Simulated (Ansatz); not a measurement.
Consider the following.

TaTe:
```yaml
crystal:
  lattice:
    - [3.40456, 0.00000, 0.00000]
    - [0.00000, 3.40456, 0.00000]
    - [0.00000, 0.00000, 3.40456]
  atoms:
    - { symbol: Ta, position: [0.00000, 0.00000, 0.00000] }
    - { symbol: Te, position: [0.50000, 0.50000, 0.50000] }
```

This is the r²SCAN-relaxed structure.

Q: All from plane-wave PAW r²SCAN (Ansatz code), unless another level is named. Give the electronic character.

A: metallic (no gap).

Q: Give the formation energy from the elements (no fitted shifts).

A: 0.22 eV/atom.

Q: Next, the density of states at the Fermi level?

A: 1.1 states/eV per atom (mean over ±0.08 eV).

Q: And the gap with spin–orbit coupling?

A: none (metallic).

Space group Pm-3m (CsCl type). The start of the workflow was typed in or built on a structure type; neither database checked (COD, Materials Project) lists it. Whether it is the stable phase at ambient conditions was not checked. The r²SCAN relaxation kept the symmetry of its start; its stability against distortions is not shown here. The run is not spin-polarised. Its formation energy is positive at this level, so the cell may be metastable or incomplete. With an odd number of electrons in the cell and no spin polarisation, the count alone makes it a metal. The references are the lowest solids computed at this level, not always the standard phases. Scalar-relativistic: spin–orbit coupling is off unless named, which matters more the heavier the elements.

Potentials: the earlier of the program's two PAW sets.
